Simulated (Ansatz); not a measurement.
C:
```
C
1.0
    6.06354     0.00000     0.00000
    0.00000     6.06354     0.00000
    0.00000     0.00000     6.06354
C
24
Direct
  0.58672   0.75000   0.91328
  0.58672   0.91328   0.75000
  0.75000   0.58672   0.91328
  0.75000   0.91328   0.58672
  0.91328   0.58672   0.75000
  0.91328   0.75000   0.58672
  0.08672   0.25000   0.58672
  0.08672   0.41328   0.75000
  0.25000   0.08672   0.58672
  0.25000   0.41328   0.91328
  0.41328   0.08672   0.75000
  0.41328   0.25000   0.91328
  0.08672   0.58672   0.25000
  0.08672   0.75000   0.41328
  0.25000   0.58672   0.08672
  0.25000   0.91328   0.41328
  0.41328   0.75000   0.08672
  0.41328   0.91328   0.25000
  0.58672   0.08672   0.25000
  0.58672   0.25000   0.08672
  0.75000   0.08672   0.41328
  0.75000   0.41328   0.08672
  0.91328   0.25000   0.41328
  0.91328   0.41328   0.25000
```

Relaxed with r²SCAN. Special points in fractions of this cell's reciprocal vectors: Γ (0.000, 0.000, 0.000); X (0.000, 0.500, 0.000); M (0.500, 0.500, 0.000); R (0.500, 0.500, 0.500).

### Question
List the band energies nearest the valence-band maximum at these points for the program Ansatz at the r²SCAN level (PAW).

### Answer
In eV from the valence-band maximum; about four levels below and three above (degenerate sets whole), none deeper than 8.9 eV; points with the same levels are listed once.

| k | below | above |
|---|---|---|
| Γ | -0.42 -0.42 0.00 0.00 0.00 | 3.74 3.74 3.74 |
| X | -1.10 -1.10 -0.57 -0.57 | 3.99 3.99 4.02 4.02 |
| M | -1.09 -1.09 -0.59 -0.59 | 3.16 3.16 3.55 3.55 |
| R | -0.92 -0.92 -0.92 -0.64 -0.64 -0.64 | 3.11 3.11 3.33 3.33 3.33 |

Space group Pn-3m. The start of the workflow was typed in or built on a structure type; neither database checked (COD, Materials Project) lists it. It is not the phase usual at ambient conditions (space group No. 194, 227). The r²SCAN relaxation kept the symmetry of its start; whether a distortion lowers the energy is not shown.

Potentials: the later of the program's two PAW sets.
